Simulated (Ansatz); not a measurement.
Space group I4/mcm (No. 140). a = 6.461 Å, b = 6.461 Å, c = 5.649 Å, α = 90.00°, β = 90.00°, γ = 90.00°
```tsv
atom	site	symmetry	x	y	z
Zr	8h	m.2m	0.1692	0.6692	0.0000
Ir	4a	422	0.0000	0.0000	0.7500
```

Equation of state of this Zr2Ir structure (not necessarily the ground state), with shape and atoms relaxed at each volume where symmetry leaves them free. It has no gap at any of these volumes. Method: Ansatz, DFT PBEsol, scalar-relativistic, plane waves, PAW.

Settings: cutoff 420 eV, Γ-centred mesh 8×8×8 on the computed 6-atom cell, Gaussian smearing of 0.10 eV; no spin polarisation.

```tsv
V (Å³/atom)	E − E(largest V) (meV/atom)	P (GPa)
17.296	83.77	23.75
17.885	10.61	16.25
18.475	-37.29	9.97
19.064	-63.95	4.64
19.654	-72.17	0.02
20.244	-64.91	-3.85
20.833	-44.90	-7.16
21.619	0.00	-11.17
```

Q: Fit a third-order Birch–Murnaghan equation to E(V).

A: V0 = 19.66 Å³/atom, B0 = 140 GPa, B0' = 4.3.

Spin-orbit coupling is left out, which matters for the bands of heavy elements.

Cost: 8 runs of about 14 core-minutes in all, on Arm Neoverse V1 (shared hosts).